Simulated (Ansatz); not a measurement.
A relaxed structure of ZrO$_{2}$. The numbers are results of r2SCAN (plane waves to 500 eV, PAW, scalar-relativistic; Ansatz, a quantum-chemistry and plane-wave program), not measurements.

```xyz
6
Lattice="3.6011 0.0000 0.0000 0.0000 3.6011 0.0000 0.0000 0.0000 5.2299" Properties=species:S:1:pos:R:3 pbc="T T T"
Zr     0.0000     0.0000     0.0000
Zr     1.8005     1.8005     2.6150
O      0.0000     1.8005     4.2028
O      1.8005     0.0000     1.0271
O      0.0000     1.8005     1.5879
O      1.8005     0.0000     3.6421
```

Question: Determine the symmetry and give the standard cell with its independent sites.

Answer: Space group P4₂/nmc, origin choice 1 (No. 137); a = b = 3.6011 Å, c = 5.2299 Å, α = β = γ = 90.00°

| atom | site | symmetry | x | y | z |
|---|---|---|---|---|---|
| Zr | 2a | -4m2 | 0.0000 | 0.0000 | 0.0000 |
| O | 4d | 2mm. | 0.5000 | 0.0000 | 0.1964 |

Question: Give the shortest distances between elements (the closest pairs, up to four, under 3.6 Å).

Answer: O–Zr 2.07 Å; O–O 2.61 Å.

```json
{
  "volume_per_atom": "11.30 Å³",
  "band_gap": "4.60 eV, indirect (valence top at k = (0.2222, 0.2222, 0), conduction bottom at Γ) (no spin-orbit coupling)",
  "smallest_direct_gap": "4.72 eV at Γ"
}
```

No spin polarisation in the result.

The run could not lose the symmetry of its start.

It was reached from a disturbed copy of a Fm-3m (No. 225) cell (fluorite type), against which it lies -30 meV/atom.

The first start was generated by placing the elements on the sites of a structure type. A measured structure of ZrO2 has the same space group, P4₂/nmc (No. 137); the sites were not compared with it.
